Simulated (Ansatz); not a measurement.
Recipe of this trial structure of La2SnO: random cell by space group and Wyckoff sites (P-1, No. 2). The dimensions are guesses.

```yaml
crystal:
  lattice:
    - [3.90412, 0.00000, 0.00000]
    - [0.82663, 5.38244, 0.00000]
    - [1.93120, 1.05242, 4.98231]
  atoms:
    - { symbol: La, position: [0.00000, 0.50000, 0.50000] }
    - { symbol: La, position: [0.50000, 0.00000, 0.50000] }
    - { symbol: Sn, position: [0.50000, 0.50000, 0.00000] }
    - { symbol: O, position: [0.00000, 0.00000, 0.50000] }
```

Computed with DFT PBE, scalar-relativistic, plane waves, PAW in Ansatz 0.2.0. Cutoff 420 eV, Gaussian smearing, Γ-centred meshes. Cell and atoms relax first on a coarse mesh, the cell is then made exact in the group found at 0.06 to 0.08 Å, and last on a converged mesh; the steps can't lower the symmetry of their start. No spin polarisation.

A guess keeps its type if space group and coordination stay and the shape of the cell changes little (axis ratios within about 15 %, angles within 6°); the volume may change.

Question: Will the relaxed cell still be of the starting type?

Answer: It doesn't keep its type. The symmetry goes from P-1 (No. 2) to P4/mmm (No. 123). The volume per atom grows by 7.5 %, from 26.2 to 28.1 Å³. The shortest distance goes from 1.95 Å (La–O) to 2.51 Å (La–O). Counting neighbours within 15 % of an atom's shortest distance, the start has La 2/6, O 2, Sn 2 and the end La 2, O 4, Sn 8. In detail, at the end La is surrounded by 2 O at 2.51 Å, 4 Sn at 3.36 Å, 4 La at 3.55 Å and 2 La at 4.47 Å; Sn is surrounded by 8 La at 3.36 Å; around O lie 4 La at 2.51 Å.

```xyz
4
Lattice="5.0189 0.0000 0.0000 0.0000 5.0189 0.0000 0.0000 0.0000 4.4688" Properties=species:S:1:pos:R:3 pbc="T T T"
La    2.5095    0.0000    2.2344
La    0.0000    2.5095    2.2344
Sn    2.5095    2.5095    0.0000
O     0.0000    0.0000    2.2344
```

Energies over the elements count from the elements' standard structures at the same level (O₂ as a molecule), with no fitted energy shifts. The references include grey tin.

Question: At what energy does it end?

Answer: −1.67 eV/atom.

The last run used an 8×8×8 mesh for its 4-atom cell and Gaussian smearing of 0.10 eV. A structure relaxed within its symmetry needn't be a true minimum. Another cell of the same search, in I4/mcm, lies 150 meV/atom lower, so this cell isn't the stable form at this level.

In counts of neighbours, a slash parts the counts of unlike sites.
